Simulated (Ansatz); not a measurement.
The start is a generated trial cell of Pt in the AFLOW prototype A_cI16_206_c (as in Si). The structure is fully relaxed (lattice and positions, P = 0) with PBEsol (plane waves to 420 eV, PAW, scalar-relativistic; Ansatz, an electronic-structure program). The first steps use a coarse 8×8×8 k-mesh.

Input geometry:
```
Pt
1.0
   -3.11131     3.11131     3.11131
    3.11131    -3.11131     3.11131
    3.11131     3.11131    -3.11131
Pt
8
Direct
  0.29980   0.29980   0.29980
  0.50000   0.00000   0.20020
  0.00000   0.20020   0.50000
  0.20020   0.50000   0.00000
  0.70020   0.70020   0.70020
  0.50000   0.00000   0.79980
  0.00000   0.79980   0.50000
  0.79980   0.50000   0.00000
```

```json
{
 "initial_pressure": "+115 GPa (positive: the cell is compressed)",
 "largest_initial_force": "7.17 eV/Å, on Pt1, Pt2, Pt3, Pt4, Pt5, Pt6, Pt7, Pt8 (atoms numbered as listed)",
 "outcome": "The space group stays Ia-3 (No. 206) (the run could not lower it); the end is AFLOW prototype A_cI16_206_c (as in Si), with 8 atoms in the primitive cell",
 "energy_released": "1.56 eV/atom",
 "volume_change": "+32.2 %, from 15.06 to 19.91 Å³/atom",
 "optimiser_moves": "8"
}
```

Final values are on a 10×10×10 k-mesh of the relaxed cell. No spin polarisation in the result.

The run could not lose the symmetry of its start: the end is stationary, and may be a saddle point rather than a minimum.

The relaxed structure here is a generated cell of Pt: the first start was made by placing the elements on the sites of a structure type, and the end was not matched to a known phase here, so it may be hypothetical. Known forms of Pt include space group No. 225.
